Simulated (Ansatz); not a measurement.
**AlH₃, first-principles data**

AlH₃:
```xyz
8
Lattice="2.2161 1.2794 3.9207 -2.2161 1.2794 3.9207 0.0000 -2.5589 3.9207" Properties=species:S:1:pos:R:3 pbc="T T T"
Al     0.0000     0.0000     5.8810
Al     0.0000     0.0000     0.0000
H     -0.8256     1.1289     4.9008
H      0.8256    -1.1289     6.8612
H     -0.5649    -1.2794     4.9008
H      0.5649     1.2794     6.8612
H      1.3905     0.1505     4.9008
H     -1.3905    -0.1505     6.8612
```

Space group R-3c (No. 167); conventional cell a = b = 4.432 Å, c = 11.762 Å, α = β = 90.00°, γ = 120.00°.

Method: r²SCAN (plane waves, PAW; program Ansatz). Structure relaxed to zero pressure with the same functional. Other levels are named where they apply.

Cell and energy:

```
Item                                                              Value
-----------------------------------------------------  ----------------
Volume per atom                                                 8.34 Å³
Density                                                      1.49 g/cm³
Formation energy from the elements (no fitted shifts)  -6.7 kJ/mol-atom
```

Electronic structure:

```
Item                                                                                                         Result
--------------------------------------------------------------  ---------------------------------------------------
Band gap                                                                                         3.01 eV (indirect)
Valence-band maximum                                            off the standard path, at k = (0.078, 0.344, 0.406)
Conduction-band minimum                                                                                        at Γ
Smallest direct gap on the standard path                                                                    3.13 eV
Electron effective mass                                                      0.22, 0.43, 0.43 mₑ (principal values)
Weight of the conduction-edge state by species (Voronoi cells)                                      H 52 %, Al 48 %
Weight of the valence-edge state by species (Voronoi cells)                                          H 94 %, Al 6 %
HSE06 gap on the r²SCAN cell                                                                                3.46 eV
```

Mechanics:

```
Item                                                                                                           Result
--------------------------------------------  -----------------------------------------------------------------------
Bulk modulus (Birch–Murnaghan fit)                                                                           34.5 GPa
Pressure derivative B′                                                                                            5.2
Elastic constants (relaxed ions, GPa)         C11 = 88.0, C12 = -14.4, C13 = 21.5, C14 = -18.7, C33 = 129, C44 = 59.6
Mechanical stability                                                           stable (all eigenvalues of C positive)
Hill bulk and shear moduli                                                                          37.5 and 48.9 GPa
Young's modulus                                                                                               102 GPa
Poisson's ratio                                                                                                  0.05
Debye temperature from the elastic constants                                                                    914 K
```

Dielectric response:

```
Quantity                                                                      Value
--------------------------------------------------------  -------------------------
Electronic dielectric constant ε∞ (DFPT)                  4.04 (xx = yy), 4.19 (zz)
Static dielectric constant ε0 (ions relaxed, cell fixed)  9.58 (xx = yy), 11.3 (zz)
Born charges (a third of the trace)                             Al +2.68, H -0.89 e
```

Phonons:

```
Item                                                                      Result
--------------------------------------------------  ----------------------------
Highest zone-centre frequency (without LO–TO term)                     62.00 THz
Zone-centre stability                                     no imaginary mode at Γ
Dynamical stability on the path                     stable (no imaginary branch)
Zero-point energy                                                 174.0 meV/atom
Vibrational entropy at 300 K                              7.2 J/(K·mol of atoms)
```

Charges:

```
Quantity                     Value
-------------  -------------------
Bader charges  Al +2.38, H -0.79 e
```

The workflow started from a Materials Project entry (that database holds measured and hypothetical structures alike); the Crystallography Open Database files this formula in space group No. 167, but the cells were not matched. Whether it is the stable phase at ambient conditions was not checked. The r²SCAN relaxation kept the symmetry of its start. The references are the lowest solids computed at this level, not always the standard phases (solids in place of the gases).

Potentials: the later of the program's two PAW sets.
